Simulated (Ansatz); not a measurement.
A crystal relaxed with r2SCAN in Ansatz 0.2.0 has space group P-4m2 (No. 115) and a = 4.752 Å, c = 13.361 Å.

```tsv
atom	site	x	y	z
Xx	1a	0.0000	0.0000	0.0000
In	2g	0.0000	0.5000	0.8801
Bi	2f	0.5000	0.5000	0.7535
In	2g	0.5000	0.0000	0.6269
Bi	1d	0.0000	0.0000	0.5000
```

The r2SCAN gap is direct at Γ: 0.01 eV. (This is within a few times the smearing of 0.02 eV, so the filling near the edges can be smeared.) The HSE06 gap is direct at Γ: 0.04 eV. (This is within a few times the smearing of 0.02 eV, so the filling near the edges can be smeared.) Meshes: r2SCAN 6×6×2, HSE06 4×4×2.

Question: Which element is Xx?
A. As
B. V
C. Sb
D. N

Answer: C. Xx is Sb: an ordered 8-atom cell of In4Bi3Sb on the zincblende lattice (P-4m2). Around Sb lie 4 In at 2.87 Å; around In lie 2 Sb at 2.87 Å and 2 Bi at 2.92 Å; around Bi lie 4 In at 2.92 Å; around In lie 4 Bi at 2.92 Å.

The calculation is spin-unpolarised, and the structure need not be a phase that has been made.

Spin-orbit coupling is left out; in compounds of Pb, Bi, Tl or Hg it can lower a gap by up to about 1 eV, split its edges or invert the bands.

Gaps or overlaps of about a tenth of an eV are at the limit of these meshes: between the points read a gap can be smaller or closed.

The meshes of the hybrids are coarse, so their gaps aren't converged to the digits shown.
